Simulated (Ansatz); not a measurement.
BiCl3 (ReO3-type structure)

Method: PBEsol, scalar-relativistic; no spin polarisation; PAW, 420 eV, Γ-centred 6×6×6 mesh, 0.05 eV Gaussian smearing; code Ansatz; PAW files: Ansatz's generated set soft_2.

```
Bi Cl
1.0
     5.36393    0.00000    0.00000
     0.00000    5.36393    0.00000
     0.00000    0.00000    5.36393
Bi Cl
1 3
Cartesian
  0.0000 0.0000 0.0000
  2.6820 0.0000 0.0000
  0.0000 0.0000 2.6820
  0.0000 2.6820 0.0000
```

The start was a prototype's sites filled with these elements. The Crystallography Open Database lists the compound in space group Pna21, so this is a trial structure. The ideal cubic cell shuts out tilts of the octahedra, which such structures often take.

Cell and atoms are those of this level's equilibrium.

The cell has space group Pm-3m (read at 0.01 Å). In it the stress is 0.05, 0.05, 0.05, 0.00, 0.00, 0.00 GPa and the largest force component 0.000 eV/Å. Each change below starts from this cell, without further relaxation. Stress is in GPa, positive in compression, in the order xx, yy, zz, yz, xz, xy; energies are counted from the cell above.

What happens when atom 3 (Cl) is moved by 0.12 Å along y?

The energy changes by 1.2 meV per cell, and the force on it along the shift is -0.0204 eV/Å (−F/u = 0.17 eV/Å²). Stress: 0.04, 0.05, -0.03, 0.00, 0.00, 0.00. The gap on the mesh goes from 1.03 eV to 1.06 eV.
```
atom  Fx (eV/Å)      Fy     Fz
 Bi1      0.000  -0.009  0.000
 Cl2      0.000  -0.005  0.000
 Cl3      0.000  -0.020  0.000
 Cl4      0.000   0.034  0.000
```
In a harmonic crystal the energy would rise by −½F·u = ½ × 0.17 × 0.12² eV = 1.2 meV, close to the run's value; the rest is anharmonic or numerical.

What stress follows from an engineering strain of -2 % in zz, atoms carried along?

0.17, 0.17, 2.17, 0.00, 0.00, 0.00 GPa; the energy changes by 20.7 meV per cell. The gap on the mesh goes from 1.03 eV to 0.90 eV.
The change of the stress over the strain gives a clamped-atom stiffness of about 106 GPa for this component, a secant value that lies under the elastic constant in tension and over it in compression, by several per cent for each per cent of strain.
In a harmonic crystal the energy would rise by V(½Cε² − σ₀ε), with σ₀ the stress of the unstrained cell, = 21.4 meV, close to the run's value; the rest has the sign of the anharmonic part, which a secant stiffness overstates.

Semilocal functionals underestimate band gaps, commonly by a third or more. These numbers lack spin–orbit coupling.
